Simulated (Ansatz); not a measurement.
Si5Te8:
```cif
data_Si5Te8
_chemical_formula_sum 'Si5 Te8'
_space_group_name_H-M_alt 'P 1'
_space_group_IT_number 1
_cell_length_a 7.79217
_cell_length_b 7.79217
_cell_length_c 6.78302
_cell_angle_alpha 90.000
_cell_angle_beta 90.000
_cell_angle_gamma 120.000
loop_
_space_group_symop_operation_xyz
  'x, y, z'
loop_
_atom_site_label
_atom_site_type_symbol
_atom_site_fract_x
_atom_site_fract_y
_atom_site_fract_z
_atom_site_occupancy
Si1 Si 0.00000 0.00000 0.00000 1
Te1 Te 0.16566 0.33131 0.76035 1
Te2 Te 0.33131 0.16566 0.23965 1
Si2 Si 0.00000 0.50000 0.00000 1
Te3 Te 0.16566 0.83434 0.76035 1
Te4 Te 0.33333 0.66667 0.22541 1
Si3 Si 0.50000 0.00000 0.00000 1
Te5 Te 0.66667 0.33333 0.77459 1
Te6 Te 0.83434 0.16566 0.23965 1
Si4 Si 0.50000 0.50000 0.00000 1
Te7 Te 0.66869 0.83434 0.76035 1
Te8 Te 0.83434 0.66869 0.23965 1
Si5 Si 0.00000 0.00000 0.50000 1
```

This is the r²SCAN-relaxed structure.

**Question.** All from r²SCAN in the plane-wave PAW code Ansatz, unless another level is named. Predict the electronic character.

**Answer.** metallic (no gap).

**Question.** What about the density of states at the Fermi level?

**Answer.** 0.35 states/eV per atom (mean over ±0.08 eV).

**Question.** What about the formation energy from the elements (no fitted shifts)?

**Answer.** 0.12 eV/atom.

Space group P-3m1. The start of the workflow was typed in or built on a structure type; neither database checked (COD, Materials Project) lists it. Its standing as an ambient phase is unchecked. The r²SCAN relaxation kept the symmetry of its start; its stability against distortions is not shown here. The references are the lowest solids computed at this level, not always the standard phases. Scalar-relativistic: spin–orbit coupling is off unless named, which matters more the heavier the elements.

Potentials: the earlier of the program's two PAW sets.
